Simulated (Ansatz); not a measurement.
## Checking a converged run of Ni

The cell (2 atoms) is Ni as an experimental structure (space group Fm-3m, primitive cell doubled). Source: COD entry 2100637; it may be a high-temperature, high-pressure or metastable form.

All numbers below come from DFT, HSE06, PAW, plane waves, scalar-relativistic in Ansatz.

```yaml
crystal:
  lattice:
    - [0.0, 3.5451, 3.5451]
    - [1.77255, 0.0, 1.77255]
    - [1.77255, 1.77255, 0.0]
  atoms:
    - { symbol: Ni, position: [0.0, 0.0, 0.0] }
    - { symbol: Ni, position: [0.5, 0.0, 0.0] }
hamiltonian:
  xc: hse06
  pseudopotentials: { kind: paw }
basis:
  ecutwfc: 420
kpoints:
  mp_grid: { grid: [3, 6, 6] }
scf:
  occupations: { method: gaussian, width: 0.1 }
  lower_state_search: "off"
output:
  forces: true
  stress: true
  write_density: true
  write_potential: true
  elf: true
  volumetric_format: npy
magnetization:
  spin_polarized: true
```

Launched as:
```sh
ansatz run input.yaml --threads 4 --pin off --max-ram 10240MiB --backend cpu --events-out ev --progress --plain --runs-dir out
```

Time: 28 s on 4 threads of Intel(R) Xeon(R) Processor @ 2.50GHz (Skylake/Cascade Lake) (shared host), peak memory 0.58 GiB.

The end of the output:

```
SCF 4 converged in 5 iterations: F = -11675.268907 eV  dr2 = 3.13e-9
  Residual-converged pass: ⟨swp⟩=2.0  Hψ=1004  notcnv=0  max |occ|·‖R‖ = 2.4e-6 eV (tolerance 2.4e-6 eV)  dr2=3.13e-9  dr2_m=1.23e-11  dr2_onsite=4.35e-11  max |Δocc| = 1.7e-13
hybrid outer 3: dexx = +1.223e-7 eV, tail = 7.22e-9 eV, Δε = 1.05e-3 eV (about 1.30e-4 eV left of the loop's levels), ΔF = 2.52e-29 eV/Å (tail 1.17e-29)
the last iteration of the SCF fills more bands at one k-point than at another: 18 at σ=↑ k=6 and 20 at σ=↑ k=0; 15 at σ=↓ k=3 and 20 at σ=↓ k=11 (a band counts as filled where it holds over half of its capacity, the bands of one level by their mean; [...]
this state was not tested for a lower state beside it, because the functional holds exact exchange (a hybrid, or Hartree-Fock), whose exchange loop this test does not read (fock_operator); [...]
hybrid SCF converged: 3 outer / 27 inner (+12 warm-up), last move |dexx| = 1.22e-7 eV, tail = 7.22e-9 eV
Magnetization: 1.2776 μB (18.6388 up, 17.3612 down)
Absolute magnetization: 2.0714 μB (∫|ρ↑−ρ↓|, with the PAW one-centre terms)
Spin contamination: 0.1268 ħ² per cell (⟨S²⟩ above its minimum at these occupations)
Per-site moments (μB) at R_I (Å): [(0.7757, 1.0340), (0.7757, 1.0340)]
Free energy (F): -11675.268907 eV
Frozen-core exchange: fock
Harris-Foulkes:  -11675.268907 eV  (|F-HF|=2.18e-11)
Internal energy: -11675.262046 eV  (E = F + TS)
E sigma→0 (E₀):  -11675.265477 eV
Entropy (-TS):   -0.006862 eV (-3.431 meV/atom)
Fermi energy:    17.544975 eV
--- Forces (eV/Å), atoms counted from 1 ---
  atom   1  Ni     0.00000000    -0.00000000    -0.00000000
  atom   2  Ni     0.00000000     0.00000000    -0.00000000
--- Stress (GPa, compression-positive) ---
       -8.990366       0.000156       0.000156
        0.000156      -8.990366      -0.000156
        0.000156      -0.000156      -8.990366
  P = ⅓ Tr σ = -8.9904 GPa (-89.904 kbar)
  guard bands above this table: 3 of the run's 24 bands. The solve was not asked for them (output.publish_guard_bands: true or output.eigenvalues: true publishes all)
```

The mesh is coarse, so energy differences (and at times their sign) aren't converged.

Hybrids strongly overstate moments, exchange splitting and magnetic energies in itinerant metals. Pressures are approximate, as the exchange loop's threshold is loose for stress.

No moments are typed, so the program seeds parallel moments of its own.

Site moments are taken inside atomic spheres and don't add up to the total.

Problem. The run converged. Is this the lowest state of the cell, and if not, what lies lower and how is it reached?

Solution. No, on this mesh. A state 138 meV/atom (0.276 eV per cell) lower exists in this cell: magnetic with very unequal moments on like atoms, site moments Ni1 0.49, Ni2 1.01 μB, total 1.23 μB per cell, no gap on the k-mesh. It was reached from: a moment on one site alone, plain SCF [Ni2 2.00 μB]. The state has less symmetry than the crystal, so which of the equivalent atoms carry which values depends on the start. The wrong state matters: the pressure is -4.3 GPa there against -9.0 GPa here. This multiple of the primitive cell fits some opposed orders; other multiples fit others. Orders that need a larger cell or non-collinear spins weren't tried.
